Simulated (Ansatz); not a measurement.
Starting cell, LiF (rock salt):

```
CELL_PARAMETERS angstrom
      0.00000     3.99020     3.99020
      1.99510     0.00000     1.99510
      1.99510     1.99510     0.00000
ATOMIC_POSITIONS crystal
  F  0.00000 0.00000 0.00000
  F  0.50000 0.00000 0.00000
  Li 0.25000 0.50000 0.50000
  Li 0.75000 0.50000 0.50000
```

A phonon eigenvector at L = (0.5, 0.0, 0.0) is frozen into this cell: atom i moves by Q times the vector below, so Q is the largest atomic displacement, in Å. The cell is held. It is one choice among 2 degenerate patterns. (q is in reciprocal vectors of the primitive cell; the cell shown is doubled to hold the pattern.)

```json
[
 {"atom": "Li3", "x": "-0.285", "y": "0.520", "z": "-0.805"},
 {"atom": "Li4", "x": "0.285", "y": "-0.520", "z": "0.805"}
]
```

Atoms not listed stay in place.

The numbers are results of r2SCAN (plane waves to 500 eV, PAW, scalar-relativistic; Ansatz, a first-principles code), not measurements. k mesh 7×14×14 (Γ-centred), Fermi-Dirac smearing 0.05 eV. LiF was relaxed with its symmetry unable to fall.

At one point of the scan the forces (eV/Å) are:

| atom | Fx | Fy | Fz |
|---|---|---|---|
| F1 | 0.000 | 0.000 | 0.000 |
| F2 | 0.000 | 0.000 | 0.000 |
| Li3 | 0.039 | -0.072 | 0.113 |
| Li4 | -0.039 | 0.072 | -0.113 |

Q: Which point is it?
(A) Q = 0.180 Å
(B) Q = 0.120 Å
(C) Q = 0.060 Å
(D) Q = 0.030 Å

A: C, Q = 0.060 Å

(For displaced atoms, the force is minus the slope of the energy, and its curvature is a force constant, which sets phonon frequencies.)
